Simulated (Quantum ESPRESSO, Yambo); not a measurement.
**G0W0 results for CsO at +2 % isotropic strain**

```cif
data_Cs4O4
_chemical_formula_sum 'O4 Cs4'
_space_group_name_H-M_alt 'Immm'
_space_group_IT_number 71
_space_group_name_Hall '-I 2 2'
_cell_length_a 4.35384
_cell_length_b 6.48213
_cell_length_c 7.58419
_cell_angle_alpha 90.000
_cell_angle_beta 90.000
_cell_angle_gamma 90.000
loop_
_atom_site_label
_atom_site_type_symbol
_atom_site_symmetry_multiplicity
_atom_site_Wyckoff_symbol
_atom_site_fract_x
_atom_site_fract_y
_atom_site_fract_z
_atom_site_occupancy
O1 O 4 g 0.00000 0.38541 0.00000 1
Cs1 Cs 4 i 0.00000 0.00000 0.25978 1
```
(The calculation used a cell of 4 atoms; values per cell refer to that cell.)

The PBEsol cell relaxed from Materials Project entry mp-7896 was given an isotropic strain of +2 % on all lattice vectors, and the atoms were relaxed again.

Starting point: PBEsol (Quantum ESPRESSO, PseudoDojo norm-conserving, 84 Ry, no spin-orbit coupling). G0W0 in Yambo: 4×4×4 Γ-centred k mesh, 110 bands and a 6 Ry block in the screening, 110 bands in G with the Bruneval-Gonze terminator, plasmon pole fitted at 27.2 eV.

```yaml
PBEsol gap along the band path: 1.62 eV
PBEsol gap between the mesh's edge points (Γ → Γ): 1.71 eV
G0W0 gap between the same points: 3.09 eV
estimate of the fundamental G0W0 gap (path gap plus the correction; the mesh misses a band edge): 2.99 eV
```

```json
[
 {"k point": "Γ", "band": "VB", "E PBEsol (eV)": "0.00", "E QP (eV)": "-0.85", "shift (eV)": "-0.85", "Z": "0.77"},
 {"k point": "Γ", "band": "CB", "E PBEsol (eV)": "1.71", "E QP (eV)": "2.23", "shift (eV)": "0.52", "Z": "0.86"},
 {"k point": "(0, -0.5, 0)", "band": "VB", "E PBEsol (eV)": "-0.38", "E QP (eV)": "-1.29", "shift (eV)": "-0.91", "Z": "0.78"},
 {"k point": "(0, -0.5, 0)", "band": "CB", "E PBEsol (eV)": "2.67", "E QP (eV)": "3.17", "shift (eV)": "0.49", "Z": "0.86"},
 {"k point": "(0, -0.5, -0.5)", "band": "VB", "E PBEsol (eV)": "-0.40", "E QP (eV)": "-1.33", "shift (eV)": "-0.93", "Z": "0.77"},
 {"k point": "(0, -0.5, -0.5)", "band": "CB", "E PBEsol (eV)": "2.42", "E QP (eV)": "3.03", "shift (eV)": "0.62", "Z": "0.85"}
]
```

Energies count from the PBEsol valence-band maximum.

Convergence of the G0W0 settings was not tested.

The structure is a Materials Project entry; no match was found in the copy of COD used, and its stability was not checked.
